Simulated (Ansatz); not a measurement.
Starting cell, MgO (rock salt):

```
CELL_PARAMETERS angstrom
      0.00000     4.25375     4.25375
      2.12687     0.00000     2.12687
      2.12687     2.12687     0.00000
ATOMIC_POSITIONS crystal
  O  0.00000 0.00000 0.00000
  O  0.50000 0.00000 0.00000
  Mg 0.25000 0.50000 0.50000
  Mg 0.75000 0.50000 0.50000
```

In this cell atom 3 (Mg, nearest neighbour O at 2.127 Å; its periodic images, 3.0 Å or more away, move with it) is moved by u·(1.000, 0.000, 0.000) + v·(0.000, 0.000, 1.000); the rest is frozen.

These are PBE (plane waves to 420 eV, PAW, scalar-relativistic; Ansatz, an electronic-structure program) values and carry that method's errors. k mesh 11×11×11 (Γ-centred), Fermi-Dirac smearing 0.05 eV. E stands for the smeared free energy. MgO was relaxed with its symmetry unable to fall.

Changes of ΔE (eV/cell) from the point u = 0.000 Å, v = 0.000 Å when one coordinate moves alone (two changes are said to add if the coupling is within 5 % of the smaller one, nearly so within 20 %):

```tsv
point	change
u = 0.000 Å, v = -0.530 Å	1.9897
u = 0.000 Å, v = -0.353 Å	0.6724
u = 0.000 Å, v = -0.177 Å	0.1408
u = -0.530 Å, v = 0.000 Å	1.9897
u = -0.353 Å, v = 0.000 Å	0.6724
u = -0.177 Å, v = 0.000 Å	0.1408
u = 0.177 Å, v = 0.000 Å	0.1408
u = 0.353 Å, v = 0.000 Å	0.6724
u = 0.530 Å, v = 0.000 Å	1.9897
u = 0.000 Å, v = 0.177 Å	0.1408
u = 0.000 Å, v = 0.353 Å	0.6724
u = 0.000 Å, v = 0.530 Å	1.9897
```

Question: What is the change at u = -0.530 Å, v = 0.530 Å, where both move, and how far is it from the sum?

Answer: The sum of the single changes is 1.9897 + (1.9897) = 3.9794; the calculation gives 3.7116, so the coupling contributes -0.2678 (under 20 % of the smaller single change, nearly additive).

Question: What is the change at u = -0.353 Å, v = -0.353 Å, where both move, and how far is it from the sum?

Answer: The sum of the single changes is 0.6724 + (0.6724) = 1.3448; the calculation gives 0.7667, so the coupling contributes -0.5781 (over 20 % of the smaller single change, not additive).

Question: Do the two effects add at u = 0.177 Å, v = 0.177 Å? Give the computed change.

Answer: The sum of the single changes is 0.1408 + (0.1408) = 0.2816; the calculation gives 0.1734, so the coupling contributes -0.1082 (over 20 % of the smaller single change, not additive).

(For displaced atoms, the force is minus the slope of the energy, and its curvature is a force constant, which sets phonon frequencies.)
